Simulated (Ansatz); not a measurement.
Starting cell, Sb (A7 type, space group R-3m):

```
CELL_PARAMETERS angstrom
      2.16078     1.24753     3.67966
     -2.16078     1.24753     3.67966
      0.00000    -2.49506     3.67966
ATOMIC_POSITIONS crystal
  Sb 0.23639 0.23639 0.23639
  Sb 0.76361 0.76361 0.76361
```

Scan: atom 1 (Sb, nearest neighbour Sb at 2.932 Å; its periodic images, 4.3 Å or more away, move with it) is displaced along Cartesian [111], direction (0.577, 0.577, 0.577) in Cartesian axes, by s. The other atoms stay.

Calculation: PBE-D3(BJ) (plane waves to 420 eV, PAW, scalar-relativistic; Ansatz, a quantum-chemistry and plane-wave program). k mesh 11×11×11 (Γ-centred), Fermi-Dirac smearing 0.05 eV. The energy includes the smearing's −TS. With partly filled bands, energies and forces of such displacements shift with the k mesh and the smearing. F⊥ is the part of the force across the line. Sb was relaxed with its symmetry unable to fall. Spin-orbit coupling is left out, though Sb is heavy. The PAW data are Ansatz's earlier set. The zero of ΔE is the undisplaced structure.

### Question
Predict the ΔE (eV/cell) and |F⊥| (eV/Å) at s (Å) = -0.472, -0.236, -0.118, 0.118, 0.236, 0.354, 0.472, 0.590.

### Answer
| s (Å) | ΔE (eV/cell) | |F⊥| (eV/Å) |
|---|---|---|
| -0.472 | 0.585 | 1.074 |
| -0.236 | 0.112 | 0.422 |
| -0.118 | 0.023 | 0.182 |
| 0.118 | 0.013 | 0.079 |
| 0.236 | 0.032 | 0.081 |
| 0.354 | 0.044 | 0.293 |
| 0.472 | 0.074 | 0.549 |
| 0.590 | 0.152 | 0.762 |

(For displaced atoms, the force is minus the slope of the energy, and its curvature is a force constant, which sets phonon frequencies.)
